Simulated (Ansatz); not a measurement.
Relaxation of Ge2W

These are results of DFT r2SCAN, scalar-relativistic, plane waves, PAW (Ansatz 0.2.0), not measurements. Run with 500 eV cutoff, 10×10×6 k-mesh, Gaussian smearing of 0.10 eV, no spin polarisation.

What was changed: uniaxial strain along a, with b, c and atoms relaxed: -1.0 %.

Spin–orbit coupling is left out, which can shift energies with elements as heavy as these.

Command:

```bash
ansatz run input.yaml --threads 1 --pin off --max-ram 2560MiB --backend cpu --events-out ev --progress --plain --runs-dir out
```

Input:

```yaml
crystal:
  lattice:
    - [3.2899158284, 0.0, 0.0]
    - [0.0, 3.3314551696, 0.0]
    - [0.0, 0.0, 8.2009943761]
  atoms:
    - { symbol: Ge, position: [0.0, 0.0, 0.337743793] }
    - { symbol: Ge, position: [0.5, 0.5, 0.162256207] }
    - { symbol: Ge, position: [0.5, 0.5, 0.837743793] }
    - { symbol: Ge, position: [0.0, 0.0, 0.662256207] }
    - { symbol: W, position: [0.0, 0.0, 0.0] }
    - { symbol: W, position: [0.5, 0.5, 0.5] }
basis:
  ecutwfc: 500
kpoints:
  mp_grid: { grid: [10, 10, 6] }
hamiltonian:
  xc: r2scan
scf:
  occupations: { method: gaussian, width: 0.1 }
output:
  forces: true
  stress: true
  eigenvalues: true
relax:
  adjacent_minimum: "off"
  f_tol: 0.008
  max_steps: 40
  cell: { stress_tol: 0.015, fix: [a, angles] }
```

F is the free energy. Steps run on the plane waves of an earlier cell, but the last one, and at times one on the way, on a freshly chosen basis, so a repeated geometry can differ a little in energy. The held parts of the cell keep their stress, so P needn't end at zero.

Steps:

| step | F − F(1) (eV) | largest force component (eV/Å) | V (Å³/atom) | P (GPa) |
| --- | --- | --- | --- | --- |
| 1 | 0.0000 | 0.001 | 14.981 | 1.01 |
| 2 | 0.0001 | 0.001 | 14.998 | 0.81 |
| 3 | -0.0001 | 0.001 | 14.987 | 0.94 |
| 4 | -0.0001 | 0.000 | 14.986 | 0.95 |
| 5 | -0.0001 | 0.000 | 14.986 | 0.95 |

Relaxed structure:

```yaml
crystal:
  lattice:
    - [3.28992, 0.00000, 0.00000]
    - [0.00000, 3.33470, 0.00000]
    - [0.00000, 0.00000, 8.19573]
  atoms:
    - { symbol: Ge, position: [0.00000, 0.00000, 0.33775] }
    - { symbol: Ge, position: [0.50000, 0.50000, 0.16225] }
    - { symbol: Ge, position: [0.50000, 0.50000, 0.83775] }
    - { symbol: Ge, position: [0.00000, 0.00000, 0.66225] }
    - { symbol: W, position: [0.00000, 0.00000, 0.00000] }
    - { symbol: W, position: [0.50000, 0.50000, 0.50000] }
```

The structure is orthorhombic, space group Immm (No. 71). The conventional cell has a = 3.290 Å, b = 3.335 Å, c = 8.196 Å, α = 90.00°, β = 90.00°, γ = 90.00°. Around Ge (site symmetry mm2) lie 5 Ge at 2.66 to 2.75 Å and 5 W at 2.69 to 2.77 Å. W (site symmetry mmm) is surrounded by 10 Ge at 2.69 to 2.77 Å.

The run converged. It took 6.9 min on 1 thread of Arm Neoverse V1, with other jobs on the host, peak memory 0.91 GiB.